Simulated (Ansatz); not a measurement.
**Data sheet: BP (DFT)**

BP:
```
CELL_PARAMETERS angstrom
      5.59365     0.00000     0.00000
      0.00000     5.59365     0.00000
      0.00000     0.00000     5.59365
ATOMIC_POSITIONS crystal
  B  0.25000 0.00000 0.50000
  B  0.50000 0.25000 0.00000
  B  0.50000 0.75000 0.00000
  B  0.75000 0.00000 0.50000
  B  0.00000 0.50000 0.75000
  B  0.00000 0.50000 0.25000
  P  0.25000 0.50000 0.00000
  P  0.00000 0.25000 0.50000
  P  0.00000 0.75000 0.50000
  P  0.75000 0.50000 0.00000
  P  0.50000 0.00000 0.75000
  P  0.50000 0.00000 0.25000
```

Space group Pm-3n (No. 223); conventional cell a = b = c = 5.594 Å, α = β = γ = 90.00°.

Method: PBE in the plane-wave PAW code Ansatz. Structure relaxed to zero pressure with the same functional. Other levels are named where they apply.

Cell and energy:

```
Item                                                           Value
-----------------------------------------------------  -------------
Volume per atom                                             14.58 Å³
Density                                                   2.38 g/cm³
Formation energy from the elements (no fitted shifts)  -0.14 eV/atom
```

Electronic structure:

```
Item                                                                                                  Result
--------------------------------------------  --------------------------------------------------------------
Band gap                                                                                  0.63 eV (indirect)
Valence-band maximum                                                                                    at Γ
Conduction-band minimum                       on the Γ–X line, 85 % of the way from Γ (6 equivalent valleys)
Smallest direct gap on the standard path                                                             1.05 eV
Electron effective mass                                               0.36, 0.36, 0.64 mₑ (principal values)
Hole effective mass, band 1 of 3 at the edge         1.4 along [100], 1.4 along [110], 0.54 along [111] (mₑ)
Hole effective mass, band 2 of 3 at the edge        1.4 along [100], 0.41 along [110], 0.54 along [111] (mₑ)
Hole effective mass, band 3 of 3 at the edge       0.18 along [100], 0.26 along [110], 0.30 along [111] (mₑ)
```

Mechanics:

```
Quantity                             Result
----------------------------------  -------
Bulk modulus (Birch–Murnaghan fit)  123 GPa
Pressure derivative B′                  3.8
```

The start of the workflow was typed in or built on a structure type; neither database checked (COD, Materials Project) lists it. It is not the phase usual at ambient conditions (space group No. 216). The PBE relaxation kept the symmetry of its start; its stability against distortions is not shown here. The references are the lowest solids computed at this level, not always the standard phases.

Potentials: the later of the program's two PAW sets.
